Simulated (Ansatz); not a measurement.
Total density of states per atom from DFT-r²SCAN in the program Ansatz with PAW potentials, in 0.25 eV bins, energy from the Fermi level:

```
E (eV) | states/eV/atom
    -7.85 | # 0.08
    -7.60 | # 0.17
    -7.35 | ## 0.33
    -7.10 | ### 0.45
    -6.85 | ## 0.32
    -6.60 | ## 0.24
    -6.35 | ## 0.29
    -6.10 | ## 0.31
    -5.85 | ### 0.36
    -5.60 | #### 0.48
    -5.35 | #### 0.61
    -5.10 | ####### 0.93
    -4.85 | ######## 1.11
    -4.60 | ####### 0.98
    -4.35 | ################## 2.48
    -4.10 | ##################### 2.89
    -3.85 | ################## 2.44
    -3.60 | ################### 2.67
    -3.35 | ################# 2.28
    -3.10 | ######################### 3.49
    -2.85 | ############################## 4.13
    -2.60 | ######################### 3.45
    -2.35 | ########## 1.43
    -2.10 | ###### 0.85
    -1.85 | ##### 0.70
    -1.60 | #### 0.59
    -1.35 | ### 0.40
    -1.10 | ### 0.41
    -0.85 | ## 0.32
    -0.60 | ## 0.28
    -0.35 | ## 0.25
    -0.10 | ## 0.26
     0.15 | ## 0.26
     0.40 | ## 0.25
     0.65 | ## 0.24
     0.90 | ## 0.24
     1.15 | ## 0.24
     1.40 | ## 0.27
     1.65 | ## 0.34
     1.90 | ## 0.32
     2.15 | ## 0.33
     2.40 | ### 0.36
     2.65 | ### 0.40
     2.90 | ### 0.38
     3.15 | ### 0.41
     3.40 | ### 0.41
     3.65 | ### 0.40
     3.90 | ### 0.41
     4.15 | ### 0.41
     4.40 | ### 0.35
     4.65 | ### 0.36
```

### Question
Pick the material that matches.
A) Cu3Sb, Pmmn (Cu on 2b, Cu on 4e, Sb on 2a)
B) SbAs, rock salt
C) CuPt, R-3m (Cu on 3a, Pt on 3b)
D) NbSb2, C2/m (Sb on 4i, Nb on 4i, Sb on 4i)

### Answer
A, Cu3Sb, Pmmn (Cu on 2b, Cu on 4e, Sb on 2a). Within 0.5 eV of the Fermi level: Sb 5p 37 %, Cu 3d 23 %, Cu 4s 22 %, Sb 5s 6 %, outside the projected shells 12 %. Projections are on Löwdin-orthogonalised atomic valence shells; empty p or d shells of many metals are not among them.

The workflow started from a Materials Project entry (that database holds measured and hypothetical structures alike); the Crystallography Open Database copy checked does not list it. Whether it is the stable phase at ambient conditions was not checked. The r²SCAN relaxation kept the symmetry of its start; whether a distortion lowers the energy is not shown. The run is not spin-polarised. Spin–orbit coupling is left out wherever it is not named.

Potentials: the later of the program's two PAW sets.
